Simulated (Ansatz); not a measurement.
Input:

Ti:
```cif
data_Ti3
_chemical_formula_sum 'Ti3'
_space_group_name_H-M_alt 'P6/mmm'
_space_group_IT_number 191
_space_group_name_Hall '-P 6 2'
_cell_length_a 4.56821
_cell_length_b 4.56821
_cell_length_c 2.82429
_cell_angle_alpha 90.000
_cell_angle_beta 90.000
_cell_angle_gamma 120.000
loop_
_atom_site_label
_atom_site_type_symbol
_atom_site_symmetry_multiplicity
_atom_site_Wyckoff_symbol
_atom_site_fract_x
_atom_site_fract_y
_atom_site_fract_z
_atom_site_occupancy
Ti1 Ti 1 a 0.00000 0.00000 0.00000 1
Ti2 Ti 2 d 0.33333 0.66667 0.50000 1
```

This is the r²SCAN-relaxed structure.

Task: All from the program Ansatz at the r²SCAN level (PAW), unless another level is named. Predict the Debye temperature from the elastic constants.

Result: 494 K.

Task: Predict the highest zone-centre frequency.

Result: 234 cm^-1.

This is a known high-pressure phase of the composition, computed here at zero pressure and temperature. The r²SCAN relaxation kept the symmetry of its start; of distortions, only those at the zone centre were tested. The run is not spin-polarised. As this level gives no gap, shear constants depend on the k-mesh and smearing (Fermi–Dirac, 0.1 eV here). As this level gives no gap, phonon frequencies hold no LO–TO term and depend on the k-mesh and smearing (Fermi–Dirac, 0.1 eV here).

Potentials: the later of the program's two PAW sets.
